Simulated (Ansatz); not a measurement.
Theory: DFT PBE, scalar-relativistic, plane waves, PAW in Ansatz. Settings of the last relaxation (6-atom cell): 420 eV, 14×10×6 k points, Gaussian smearing of 0.10 eV, no spin polarisation.

Formation energies are uncorrected and count from the elements' standard states at the same level.

Q: Suggest a trial structure for an orthorhombic metal that holds Li and 1 more element, with a formation energy near −0.24 eV/atom and about 12 Å³ per atom, in a cell of 6 atoms.

A: Li2H, space group Pmmn (No. 59). Around Li on its first site lie 2 H at 1.92 Å, 2 H at 2.09 Å and 7 Li at 2.75–2.83 Å; Li on its second site has 2 H at 2.03 Å and 3 Li at 2.75–2.82 Å; H has 6 Li at 1.92–2.09 Å.

```cif
data_structure
_symmetry_space_group_name_H-M 'Pmmn:1'
_symmetry_Int_Tables_number 59
_cell_length_a 2.8229
_cell_length_b 4.1771
_cell_length_c 5.9846
_cell_angle_alpha 90.000
_cell_angle_beta 90.000
_cell_angle_gamma 90.000
_cell_volume 70.57
loop_
_atom_site_label
_atom_site_type_symbol
_atom_site_symmetry_multiplicity
_atom_site_Wyckoff_symbol
_atom_site_fract_x
_atom_site_fract_y
_atom_site_fract_z
_atom_site_occupancy
Li1 Li 2 b 0.50000 0.00000 0.39330 1
Li2 Li 2 b 0.00000 0.50000 0.14680 1
H1 H 2 a 0.50000 0.50000 0.38981 1
```

- Volume per atom: 11.76 Å³
- Density: 0.70 g/cm³
- Formation energy: −0.24 eV/atom
- Gap on the 14×10×6 mesh of the 6-atom cell: 0 eV (a metal)

It was reached by relaxing an invented guess, and it needn't be the stable form of this composition. The answer needn't be unique; the calculation gave this one.

With hydrogen, zero-point motion can shift formation energies by some tens of meV/atom. This cell was reached by moving the atoms of another relaxed cell at random and relaxing again, last within the group found; it had no such test of its own.
